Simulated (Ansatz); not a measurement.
TePdSe in space group P3m1 (No. 156; Te on 1a, Pd on 1b, Se on 1c) at seven volumes, DFT-r²SCAN+D4 in the program Ansatz with PAW potentials, shape and atoms relaxed at each. One row is withheld.

```csv
V (Å³/atom),P (GPa)
20.071,8.28
20.732,4.81
21.394,2.08
22.056,0.00
22.717,-1.44
23.379,?
24.041,-3.01
```

Fit the shown pressures and predict the withheld one.

Third-order Birch–Murnaghan: P = (3/2)B₀(x^(7/2) − x^(5/2))[1 + (3/4)(B′ − 4)(x − 1)] with x = (V₀/V)^(2/3). Least squares on the six rows gives V₀ = 22.074 Å³/atom, B₀ = 56.04 GPa, B′ = 9.93. At V = 23.379, x = 0.9624 and P = -2.39 GPa. The run itself gave -2.43 GPa.

The workflow started from a Materials Project entry (that database holds measured and hypothetical structures alike); the Crystallography Open Database copy checked does not list it. With Te and Se taken as one species the cell has the higher symmetry P-3m1, so it may be an ordered model of a mixed-site phase. Its standing as an ambient phase is unchecked. Symmetry was held in the r²SCAN+D4 relaxation; its stability against distortions is not shown here. The run is not spin-polarised. Scalar-relativistic: spin–orbit coupling is off unless named, which matters more the heavier the elements.

Potentials: the later of the program's two PAW sets.
